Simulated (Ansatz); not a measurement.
Several inputs for BaTiO3 with Mg replacing Ba

Cell: a supercell of BaTiO3 (cubic perovskite type, Pm-3m) built from a refined structure from the COD, with all atoms left at the host's positions.

Space group Im-3m (No. 229); a = 8.0120 Å.

| site | Wyckoff | site symmetry | x | y | z |
| --- | --- | --- | --- | --- | --- |
| Mg | 2a | m-3m | 0.5000 | 0.5000 | 0.5000 |
| Ba | 6b | 4/mm.m | 0.5000 | 0.5000 | 0.0000 |
| Ti | 8c | .-3m | 0.2500 | 0.2500 | 0.2500 |
| O | 24h | m.m2 | 0.5000 | 0.2500 | 0.2500 |

One atom of each set is listed; the run and its k-mesh use a cell of 20 atoms with edges of 6.94, 6.94, 6.94 Å.

Reference run. Computed with Ansatz: DFT, PBE, plane waves and PAW, scalar-relativistic, 420 eV cutoff, Γ-centred 3×3×3 k-points, Fermi–Dirac smearing 0.01 eV.

It gives V_zz (10²¹ V/m²) O 2.07 (η 0.94), Ba -1.64 (η 0.00), Ti 0.24 (η 0.00), among others. Each of these runs changes the input as listed (caps on SCF iterations aside):

A. kpoints.mp_grid.grid: [3, 3, 3] → [2, 2, 2]
B. scf.initial_density.chi_scale: not typed → 0.3

(1) How does each run end, and how far do the gradients move?

Results:

(1) 

| run | O V_zz (η) | Ba V_zz (η) | Ti V_zz (η) | largest change of a gradient tensor, all atoms | note |
| --- | --- | --- | --- | --- | --- |
| A | 2.01 (0.98) | -1.63 (0.00) | 0.24 (0.00) | 0.07 | converged; mesh coarser than the reference's |
| B | 2.07 (0.94) | -1.64 (0.00) | 0.24 (0.00) | 0.00 | converged |

Run A moves them most, on O (V_zz from 2.07 to 2.01).

On the reference run: The defect repeats with the cell of 20 atoms, so it feels its images: sites between two images don't show the values beside a lone defect, and zeros or small values of η there can come from the images' arrangement. O carries a gradient in the pure host already, so the values there aren't the defect's effect alone. This high-symmetry form of BaTiO3 is unstable when cold, to polar off-centring of Ti. The symmetry of the cell holds that distortion back, wholly or in part, and it would change the field gradients, the more the larger the distortion. Without spin–orbit coupling (the program notes it for Ba) the gradients are little affected as a rule: paired runs on crystals with a gap mostly move them by under 2 % at such atoms. The neighbours have not yet relaxed around the defect (largest force 0.37 eV/Å), so a real crystal will differ.
